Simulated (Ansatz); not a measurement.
NaLaMnMoO6: changing the dispersion correction

The cell as given:

```
Na La Mn Mo O
1.0
    -2.72294    2.72294    3.89889
     2.72294   -2.72294    3.89889
     2.72294    2.72294   -3.89889
Na La Mn Mo O
1 1 1 1 6
Cartesian
  2.7229 0.0000 1.9494
  0.0000 2.7229 1.9494
  0.0000 0.0000 3.8989
  0.0000 0.0000 0.0000
  1.6123 1.1308 0.0001
  1.5921 -1.1106 3.8988
  1.1106 1.5921 3.8990
  1.1308 3.8336 -0.0001
  0.0000 0.0000 1.9646
  0.0000 0.0000 5.8332
```

The cell comes from a database or a generator and needn't be the stable form of this composition.

Kept alike: task relaxation of cell and atoms; functional PBE; k mesh 5 × 5 × 5; occupations fermi-dirac, width 0.05 eV; collinear spin, ferromagnetic start. Program: Ansatz, Ansatz PAW, cutoff 420 eV. The mesh is that of the run's cell of 10 atoms. No spin-orbit coupling.

| dispersion correction | volume (Å³/atom) | largest site moment (μB) |
| --- | --- | --- |
| D3(BJ) | 11.330 | 2.07 |
| D3(BJ)-ATM | 11.369 | 2.09 |
| D4 | 11.342 | 2.08 |

The relaxations keep at least the cell's symmetry (I-4). For a metal such a mesh leaves the last digits unconverged. Relaxations stop with a little pressure left, so the last digits of a volume or edge aren't settled. Ansatz's relaxations hold a Pulay term in the stress (up to 0.6 GPa here). The runs hold the magnetic state that their start led to, which needn't be the lowest. Site moments count inside each atom's sphere or projector.

**Question.** What does the dispersion correction change here?

**Answer.** The volume runs from 11.330 (D3(BJ)) to 11.369 Å³/atom (D3(BJ)-ATM). The largest site moment runs from 2.07 (D3(BJ)) to 2.09 μB (D3(BJ)-ATM).
